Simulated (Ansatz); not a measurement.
TiPt3:
```xyz
16
Lattice="5.5516 0.0000 0.0000 -2.7758 4.8079 0.0000 0.0000 0.0000 9.0348" Properties=species:S:1:pos:R:3 pbc="T T T"
Ti     0.0000     0.0000     0.0000
Ti     0.0000     0.0000     4.5174
Ti     2.7758     1.6026     6.7761
Ti     0.0000     3.2052     2.2587
Pt     2.7758     0.0000     0.0000
Pt     1.3879     2.4039     4.5174
Pt    -1.3879     2.4039     0.0000
Pt     2.7758     0.0000     4.5174
Pt     1.3879     2.4039     0.0000
Pt    -1.3879     2.4039     4.5174
Pt     1.3864     4.0057     6.7761
Pt     1.3894     0.8022     2.2587
Pt     2.7758     3.2035     2.2587
Pt     0.0000     1.6044     6.7761
Pt    -1.3864     4.0057     6.7761
Pt     4.1622     0.8022     2.2587
```

Relaxed with r²SCAN. Special points in fractions of this cell's reciprocal vectors: Γ (0.000, 0.000, 0.000); M (0.500, 0.000, 0.000); K (0.333, 0.333, 0.000); A (0.000, 0.000, 0.500); L (0.500, 0.000, 0.500); H (0.333, 0.333, 0.500).

Problem. List the band energies nearest the Fermi level at these points for DFT-r²SCAN with spin–orbit coupling in the program Ansatz with PAW potentials.

Solution. In eV from the Fermi level; about four levels below and three above (degenerate sets whole), none deeper than 8.9 eV; points with the same levels are listed once.

```csv
k,below,above
Γ,-0.07 -0.07 -0.01 -0.01,0.09 0.09 0.11 0.11
M,-0.33 -0.33 -0.17 -0.17,0.08 0.08 0.15 0.15
K,-0.66 -0.66 -0.09 -0.09,0.42 0.42 0.50 0.50
A,-0.05 -0.05 -0.05 -0.05,0.75 0.75 0.75 0.75
L,-0.09 -0.09 -0.09 -0.09,0.04 0.04 0.04 0.04
H,-0.55 -0.55 -0.52 -0.52,0.40 0.40 0.44 0.44 0.45 0.45
```

Space group P6_3/mmc. The workflow started from a Materials Project entry (that database holds measured and hypothetical structures alike); the Crystallography Open Database copy checked does not list it. COD files the formula under space group No. 164, 221. Its standing as an ambient phase is unchecked. The cell was relaxed with r²SCAN under the symmetry of its start; whether a distortion lowers the energy is not shown. The run is not spin-polarised.

Potentials: the later of the program's two PAW sets.
